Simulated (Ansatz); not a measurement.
MoS$_{2}$:
Space group P6₃/mmc (No. 194); a = 3.149 Å, b = 3.149 Å, c = 12.089 Å, α = 90.00°, β = 90.00°, γ = 120.00°

```tsv
atom	site	symmetry	x	y	z
Mo	2d	-6m2	0.6667	0.3333	0.2500
S	4f	3m.	0.3333	0.6667	0.1205
```

Relaxed with PBE+D3(BJ). PBE+D3(BJ) (plane waves, PAW; program Ansatz) gives a gap of 0.77 eV.

Q: What gap does HSE06 give on the same cell (Ansatz, PAW)?

A: 1.31 eV, 0.54 eV more. The hybrid was solved on a coarser mesh and at special points; its gap is the smallest among all of these.

| k | v1 PBE+D3(BJ) | c1 PBE+D3(BJ) | v1 HSE06 | c1 HSE06 |
|---|---|---|---|---|
| Γ | 0.00 | 2.08 | ? | ? |
| A | -0.27 | 2.08 | ? | ? |
| K | -0.65 | 1.05 | -0.65 | 1.52 |
| H | -0.76 | 1.06 | -0.77 | 1.52 |
| M | -1.34 | 1.60 | ? | ? |
| L | -1.41 | 1.62 | ? | ? |

Q: Top valence (v1) and lowest conduction level (c1) in eV from each method's valence maximum (which need not be a listed point): supply the withheld HSE06 values.

A: 
- L, v1 HSE06: -1.59
- L, c1 HSE06: 2.27
- A, v1 HSE06: -0.31
- A, c1 HSE06: 2.80
- M, v1 HSE06: -1.52
- M, c1 HSE06: 2.24
- Γ, v1 HSE06: 0.00
- Γ, c1 HSE06: 2.80

Cost on shared cores: the PBE+D3(BJ) run (SCF on a 10×10×3 mesh, then bands and DOS) about 50 core-seconds (a rough figure), the HSE06 run (SCF on 6×6×2, then a few points) around 4 core-minutes (rough); the tasks are unlike.

Space group P6_3/mmc. The cell was relaxed with PBE+D3(BJ) under the symmetry of its start; phonons on a q-mesh show no instability. No spin polarisation was allowed. Spin–orbit coupling is left out wherever it is not named.

Potentials: the later of the program's two PAW sets.
